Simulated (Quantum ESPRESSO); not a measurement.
# Planted mistakes on one cell of Al2InGaAs4

These are calculations, not measurements. They come from pw.x of Quantum ESPRESSO 7.5, a plane-wave density functional program, with PseudoDojo standard norm-conserving files (v0.5 for PBE, v0.4.1 for LDA and PBEsol). The cells are made up: elements, strain and atom displacements were drawn at random, and nothing was relaxed. There is no spin polarisation, spin-orbit coupling or dispersion term.

The cell has 8 sites of a zincblende or diamond lattice. Sites 1 to 4 hold Al In Ga Al; sites 5 to 8 hold As As As As. Cell vectors in Å: (5.806, 0.000, 0.000); (0.000, 5.806, 0.000); (0.000, 0.000, 5.806). Settings: PBE, cutoff 1143 eV, 4 x 4 x 4 k mesh shifted by half a step, Fermi-Dirac smearing of 0.025 eV.

The intended run has a self-consistency threshold of 1e-07 eV, a smearing term of 0.000 eV, a pressure of 2.39 GPa and 11 iterations. Each further run changes one thing: all lengths scaled by 0.9858; atoms of sites 1 and 5 exchanged; cutoff 721 eV; files of PBEsol; k mesh 1 x 1 x 1; one electron removed; smearing 0.74 eV; threshold 0.6 eV. A coarse mesh keeps the shift, and a charged cell sits in a uniform background.

```
run,change of free energy (eV),smearing term -TS (eV),change of P (GPa),largest change of a force component (eV/Å),iterations
A,0.036,0.000,-2.40,1.370,3
B,22.267,0.000,-2.42,0.132,10
C,3.105,-0.007,2.91,0.667,11
D,0.204,0.000,3.28,0.213,10
E,-6.876,-0.006,-9.71,0.188,11
F,-1.267,-4.148,1.95,0.194,10
G,8.570,0.000,4.79,0.341,11
H,35.521,0.000,-200.26,0.033,10
```

A rerun of the intended cell at 1437 eV and k mesh 6 x 6 x 6 moved values by no more than 0.011 eV in the cell's energy, 0.02 GPa in stress and 0.003 eV/Å in force.

Question: which change belongs to which run?

## Worked reading

Run A has the fewest iterations, as a run stopped early does. Run F has the largest smearing term, as wide smearing gives. Run H has a higher energy and the largest fall in pressure, as too small a basis gives. Run D changes the volume by a factor of 0.9580; minus its pressure change over the logarithm of that factor, 76 GPa, is a rough bulk modulus with clamped atoms. Energies from files of another functional, or of a charged cell, have another zero and say nothing on stability; the pressure of a charged cell rests on the program's zero of potential too.

## Key

| run | change |
| --- | --- |
| A | threshold 0.6 eV |
| B | files of PBEsol |
| C | atoms of sites 1 and 5 exchanged |
| D | all lengths scaled by 0.9858 |
| E | one electron removed |
| F | smearing 0.74 eV |
| G | k mesh 1 x 1 x 1 |
| H | cutoff 721 eV |